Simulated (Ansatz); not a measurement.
Ansatz input

```yaml
crystal:
  lattice:
    - [-1.7316272883, 1.731506463, 1.1832213372]
    - [1.731506463, -1.7316272883, 1.1832213372]
    - [2.811872862, 2.811872862, -1.183442629]
  atoms:
    - { symbol: Cr, position: [8.0178e-06, 0.9999919822, 1.0], spin: 1.5, spin_axis: [0, 0, 1] }
    - { symbol: Cr, position: [0.7499919822, 0.2500080178, 0.5], spin: 1.5, spin_axis: [0, 0, 1] }
hamiltonian:
  xc: r2scan
  pseudopotentials:
    kind: paw_fr
    azcp:
      Cr: "pseudopotentials/Cr.paw.azcp"
basis:
  ecutwfc: 500
  fft_grid_basis: typed
kpoints:
  mp_grid: { grid: [15, 15, 8], shift: [0, 0, 0] }
magnetization:
  noncollinear: true
  spin_orbit: true
scf:
  occupations: { method: fermi_dirac, width: 0.05 }
```

and its output:

```
Engine: ansatz 0.2.0, x86_64-unknown-linux-gnu
Pseudopotentials: kind: paw_fr
Pseudopotential: Cr, paw_fr, valence charge 14, recommended cutoff 500 eV (meta_gga) 
Functional definition: r2SCAN
  parameter k0 = 0.174
  parameter k1 = 0.065
  parameter a1 = 4.9479
  exchange = r2scan_x(k0 = k0, k1 = k1, a1 = a1)
  correlation = r2scan_c
Crystal: 2 atoms, lattice volume = 23.044 Å³
Basis set: ecut = 500 eV, 591 PW (Γ), exchange–correlation on 80×80×128 points (64 copies of the dense FFT grid, shifted against one another)
Bands: 36, of which v1, the nominal top of the filled ones, is band 28 counted from 1 (27 counted from 0)
Symmetry: 2 space group operations + 2 with time reversal
Magnetic group: BNS 15.89 (UNI 96), of the structure as read, at distance tolerance 2.8e-5 Å
k-points: 488 of 1800 (time reversal used)
Projection manifold: j_resolved (fully-relativistic pseudo-atomic orbitals)
Non-local potential: Cr, projectors of the file, l = 0: 3, l = 1: 4, l = 2: 6, l = 3: 2
PAW form: soft (Blöchl's): semilocal exchange-correlation on the pseudo side does not see the compensation charge
PAW frozen core: Cr, regenerated for the run's functional (the file was generated under x = pbe(κ = 0.804, μ = 0.2195149727645171), c = pbe(β = 0.06672455060314922))
PAW one-centre angular grid: Cr, 590 points (default); XC on 224 Gauss nodes
Initial density: superposition of atomic densities (chi_scale 0.1, normalization cell)
Starting moments: Σ|m| = 3 μB on 2 of 2 sites
Initial wavefunctions: pseudopotential atomic-orbital guess
Functional: x = r2scan, c = r2scan; τ floored in thin density (d = 2e-4 eV/Å³)
SCF iter   1: F=—  HF=-6764.219660 eV  |F-HF|=—  |Δ(HF+E_count)|=         —  Δρ=2.30e-1  dr2=9.94e0  dr2_τ=1.00e-1  dr2_m=2.22e0  ethr=3.10e-3  |M|=9.82e-1 ∫|m|=9.96e-1 μB  |m|>n=0.0e0 m-floor=0.0e0 τ_xc=1.7e-16  β_m=1.00  ⟨swp⟩=6.3  Hψ=81173  notcnv=0  defer=7
SCF iter   2: F=—  HF=-6762.542769 eV  |F-HF|=—  |Δ(HF+E_count)|=    1.68e0  Δρ=1.25e-1  dr2=3.04e0  dr2_τ=3.39e-2  dr2_m=3.77e-2  ethr=3.10e-3  |M|=6.45e-1 ∫|m|=7.30e-1 μB  |m|>n=0.0e0 m-floor=0.0e0 τ_xc=2.9e-4  β_m=1.00  ⟨swp⟩=2.6  Hψ=39204  notcnv=0  defer=499  κ⁻¹=1.0e0(r=1)
SCF iter   3: F=—  HF=-6762.208370 eV  |F-HF|=—  |Δ(HF+E_count)|=   3.34e-1  Δρ=3.49e-2  dr2=1.14e-1  dr2_τ=9.04e-3  dr2_m=1.74e-3  ethr=3.10e-3  |M|=5.82e-1 ∫|m|=6.69e-1 μB  |m|>n=0.0e0 m-floor=0.0e0 τ_xc=3.9e-4  β_m=1.00  ⟨swp⟩=2.5  Hψ=37215  notcnv=0  defer=475  κ⁻¹=2.3e-3(r=2)
SCF iter   4: F=—  HF=-6762.294894 eV  |F-HF|=—  |Δ(HF+E_count)|=   8.65e-2  Δρ=1.26e-2  dr2=5.00e-3  dr2_τ=5.10e-4  dr2_m=8.38e-3  ethr=4.07e-4  |M|=4.76e-1 ∫|m|=5.54e-1 μB  |m|>n=0.0e0 m-floor=0.0e0 τ_xc=4.0e-4  β_m=1.00  ⟨swp⟩=3.1  Hψ=37531  notcnv=0  defer=452  κ⁻¹=2.3e-4(r=3)
SCF iter   5: F=—  HF=-6762.345688 eV  |F-HF|=—  |Δ(HF+E_count)|=   5.08e-2  Δρ=1.19e-2  dr2=7.58e-4  dr2_τ=2.36e-4  dr2_m=7.52e-3  ethr=1.79e-5  |M|=3.74e-1 ∫|m|=4.42e-1 μB  |m|>n=0.0e0 m-floor=0.0e0 τ_xc=3.6e-4  β_m=1.00  ⟨swp⟩=2.7  Hψ=37243  notcnv=0  defer=443  κ⁻¹=9.8e-6(r=4)
...
SCF iter  16: F=—  HF=-6762.471475 eV  |F-HF|=—  |Δ(HF+E_count)|=   6.38e-7  Δρ=1.94e-5  dr2=5.77e-9  dr2_τ=6.29e-10  dr2_m=1.99e-8  ethr=3.47e-11  |M|=5.83e-4 ∫|m|=8.79e-4 μB  |m|>n=0.0e0 m-floor=0.0e0 τ_xc=5.9e-9  β_m=1.20  ⟨swp⟩=3.1  Hψ=47175  notcnv=0  κ⁻¹=3.1e-6(r=7)
SCF iter  17: F=—  HF=-6762.471476 eV  |F-HF|=—  |Δ(HF+E_count)|=   1.08e-6  Δρ=3.98e-6  dr2=8.89e-10  dr2_τ=5.02e-11  dr2_m=8.61e-10  ethr=2.06e-11  |M|=2.51e-5 ∫|m|=2.60e-4 μB  |m|>n=0.0e0 m-floor=0.0e0 τ_xc=1.3e-9  β_m=1.20  ⟨swp⟩=3.1  Hψ=47160  notcnv=0  κ⁻¹=6.1e-7(r=8)
SCF iter  18: F=—  HF=-6762.471476 eV  |F-HF|=—  |Δ(HF+E_count)|=   1.96e-7  Δρ=1.98e-6  dr2=7.19e-11  dr2_τ=9.18e-12  dr2_m=2.19e-10  ethr=3.17e-12  |M|=3.29e-5 ∫|m|=1.07e-4 μB  |m|>n=0.0e0 m-floor=0.0e0 τ_xc=6.1e-10  β_m=1.20  ⟨swp⟩=3.0  Hψ=45098  notcnv=0  κ⁻¹=6.4e-8(r=8)
SCF iter  19: F=-6762.471476 eV  HF=-6762.471476 eV  |F-HF|=3.26e-9  |Δ(HF+E_count)|=   4.76e-8  Δρ=6.15e-7  dr2=1.23e-11  dr2_τ=1.97e-12  dr2_m=2.31e-11  ethr=1.00e-12  |M|=2.01e-5 ∫|m|=4.52e-5 μB  |m|>n=0.0e0 m-floor=0.0e0 τ_xc=1.0e-11  ⟨swp⟩=3.0  Hψ=46989  notcnv=0
WARN: the starting moments were not kept: the SCF closed with an absolute magnetisation of 4.5e-5 μB, where they sum to 3 μB in size (2 sites). That is at most 0.1 of that sum. Measured as dr2_m measures the in/out step, that magnetisation stands 7.9e-10 eV from none, at or under the dr2_threshold of 1.0e-7 eV: it is no larger than a step whose dr2_m would equal this threshold. The system may hold no moment; this SCF shows only that its start led to no more than that. To try another start: raise the starting moments (crystal.atoms[].spin, magnetization.per_species, magnetization.initial_magnetization, or on a non-collinear deck that types none of these the spinor_matrix: blocks that start its atoms; where the total moment is fixed, keep their sum and leave initial_magnetization as it is; typed ones take the place of any that the run laid by itself, positive ones on a crystal's lanthanoids without a Hubbard term where scf.initial_density.shell_occupations: [] is typed) or, if the notice of its spin-set hold's release reads "site moments contracting" or "site moments show no strong build", lengthen the hold (scf.mixing.spin_hold: { on: { confirm: 4 } }; for m-r²SCAN on two components see the key's manual first). Each may lead to a state that holds a moment. A second SCF, from the converged charge density, with the starting moments and any scf.initial_density.shell_occupations laid on it anew, would have followed, and was not run: the deck does not ask for one (magnetization.retry_lost_moments is false, the default). To let it run, set magnetization.retry_lost_moments: true and run the deck again, where that key's refused combinations let it; where memory then withholds it, that run's warning says so.
SCF 1 converged in 19 iterations: F = -6762.471476 eV  dr2 = 1.23e-11
SCF converged after 19 iterations
Stability not checked: this state was not tested for a lower state beside it, because the mixer in use, unlike msr1, does not test its closes by its own steps (another_mixer; see scf.mixing.algorithm and scf.lower_state_search)
Magnetization: |M| = 0.0000 μB,  M = (-0.0000, -0.0000, +0.0000) μB
Absolute magnetization: 0.0001 μB (∫|m|, with the PAW one-centre terms)
  site 0: m = (-0.0000, -0.0000, +0.0000) μB, |m| = 0.0000 μB  (R = 0.98 Å)
  site 1: m = (-0.0000, -0.0000, +0.0000) μB, |m| = 0.0000 μB  (R = 0.98 Å)
Free energy (F): -6762.471476 eV
Harris-Foulkes:  -6762.471476 eV  (|F-HF|=3.26e-9)
Internal energy: -6762.459736 eV  (E = F + TS)
E sigma→0 (E₀):  -6762.465606 eV
Entropy (-TS):   -0.011740 eV (-5.870 meV/atom)
Fermi energy:    19.254271 eV
--- Per-component energies (eV) ---
  E_band       = -321.671184
  E_kinetic    = 688.402227
  E_local      = -2360.247306  (includes V_loc(G=0)·N_el)
  E_nonlocal   = 157.997469
  E_hartree    = 1031.524950
  E_xc         = -276.174791
  E_vxc        = -401.946550  (∫ρ·V_xc dr)
  E_paw        = -2402.892984  (= ΣΔE_a)
  E_vpaw       = -494.309524  (= ΣTr[D̂ρ^β])
  E_aug_tail   = 0.000446  (compensation charges beyond the density's cutoff)
  E_vtau       = 25.382235  (kinetic-family band-sum trace: ∫τ·v_τ [+ j·A + Jᵃ·Aᵃ] dr)
  E_ewald      = -3600.525352
  E_core_change = -0.544395  (= ΣΔE_core)
  E_smearing   = -0.011740  (= −TS)
  E_closure    = 0.000000  (closes the sum)
  Σ components = -6762.471476   (vs F -6762.471476, Δ=0.00e0)
```

Launched by

```sh
ansatz run input.yaml --threads 2 --pin off --max-ram 6144MiB --backend cpu --events-out ev --progress --plain --runs-dir out
```

On 2 threads of Intel(R) Xeon(R) Platinum 8259CL CPU @ 2.50GHz (Skylake/Cascade Lake) (shared host) this took about 310 s of wall time and 610 s of CPU time.
